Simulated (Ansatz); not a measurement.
The elements of this relaxed trial crystal are hidden behind letters.

```
lattice vectors (Å)
   4.5194    0.0000    0.0000
   1.9629    5.4830    0.0000
   1.9972    0.9290    5.6757
fractional positions
X 0.1399 0.6377 0.1620
X 0.8952 0.0173 0.4516
X 0.6052 0.9078 0.9695
Z 0.3897 0.1906 0.2674
Q 0.8445 0.6709 0.0711
Q 0.7660 0.0259 0.7172
Q 0.3369 0.8014 0.9630
Q 0.0226 0.7485 0.3982
```

Method: Ansatz 0.2.0, DFT PBE, scalar-relativistic, plane waves, PAW. Plane waves to 420 eV, a 6×4×4 mesh through Γ for the 8-atom cell and 0.02 eV Gaussian smearing; no spin polarisation.

| Property | Result |
| --- | --- |
| Space group | P1 (No. 1) |
| Conventional cell | a = 4.519 Å, b = 5.824 Å, c = 6.088 Å, α = 75.3°, β = 70.8°, γ = 70.3° |
| Volume per atom | 17.58 Å³ |
| Density | 2.72 g/cm³ |
| Formation energy | −2.432 eV/atom |
| Gap on the 6×4×4 mesh of the 8-atom cell | 3.92 eV |

Energies are uncorrected and count from the elements' standard states at the same level.

**Question.** X is an s-block element of period 2, Z is a p-block element of period 5 and Q is a p-block element of period 2. Which elements are they?

**Answer.** X = Be, Z = Te, Q = F, so the formula is Be3TeF4. Density times volume gives a mean mass of 2.72 × 17.58/1.6605 = 28.8 u per atom, and this set has 28.8 u. Around Be on its first site lie 3 F at 1.54–1.58 Å and 1 Te at 2.47 Å; Te has 4 Be at 2.47–2.65 Å; around F on its first site lie 2 Be at 1.54–1.57 Å; 5 more sites not described. Other sets within the hints have nearly the same mass, so mass alone doesn't settle it; this one was computed.

Spin–orbit coupling, which can matter for Te, is left out. Kohn–Sham gaps at this level usually fall short of measured ones. The missing spin–orbit coupling can work the other way here. This cell was reached by moving the atoms of another relaxed cell at random and relaxing again, last within the group found; it had no such test of its own.
